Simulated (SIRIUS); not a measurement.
Band structure of Ti (P6/mmm, 3 atoms in the cell; from Materials Project mp-72, lattice scaled a little).

```
CELL_PARAMETERS angstrom
      4.51165     0.00000     0.00000
     -2.25582     3.90720     0.00000
      0.00000     0.00000     2.79176
ATOMIC_POSITIONS crystal
  Ti 0.00000 0.00000 0.00000
  Ti 0.33333 0.66667 0.50000
  Ti 0.66667 0.33333 0.50000
```

Method: LDA (PW92), PseudoDojo 0.4 standard norm-conserving LDA (tails mended) pseudopotentials (plane waves; SIRIUS).

Settings: parameters.ngridk = 6 6 8; parameters.xc_functionals = [XC_LDA_X, XC_LDA_C_PW]; parameters.gk_cutoff = 9.165 1/bohr; parameters.pw_cutoff = 18.331 1/bohr; parameters.smearing = cold; parameters.smearing_width = 0.00999582 Ha; potentials = PseudoDojo 0.4 standard norm-conserving LDA (tails mended) pseudopotentials; parameters.electronic_structure_method = pseudopotential; parameters.num_bands = 22; parameters.num_mag_dims = 0; parameters.num_dft_iter = 100; parameters.energy_tol = 1e-07 Ha; parameters.density_tol = 1e-06; mixer.type = anderson.

The structure comes from a collection of computed structures, made at another level of theory; the collection holds predicted forms beside known ones. Its lattice was then scaled. No clean gap shows at this smearing width and mesh (spacing up to 0.28 Å⁻¹); the mesh is coarse for partly filled bands, so the values carry mesh errors.

Points are given in units of this cell's reciprocal vectors. Levels in eV from the Fermi level, bands 15 to 21:
| point | 15 | 16 | 17 | 18 | 19 | 20 | 21 |
|---|---|---|---|---|---|---|---|
| Γ (0 0 0) | -0.68 | -0.68 | -0.57 | -0.57 | -0.01 | 0.70 | 1.34 |
| M (0.5 0 0) | -2.70 | -0.44 | -0.44 | -0.37 | 0.06 | 0.56 | 1.06 |
| K (0.333 0.333 0) | -3.10 | -0.32 | -0.32 | -0.06 | 0.12 | 0.48 | 0.48 |
| A (0 0 0.5) | -2.14 | -1.69 | -1.69 | -1.63 | 1.10 | 1.10 | 1.32 |
| L (0.5 0 0.5) | -1.77 | -1.22 | -0.63 | -0.62 | 0.35 | 0.86 | 1.12 |
| H (0.333 0.333 0.5) | -1.43 | -1.10 | -1.10 | -0.97 | 0.68 | 0.68 | 0.82 |

1 band crosses the Fermi level along this path, so the cell has no gap at this level.

“Tails mended”: in these copies of the files the far tail of each local potential was reset to the Coulomb form.
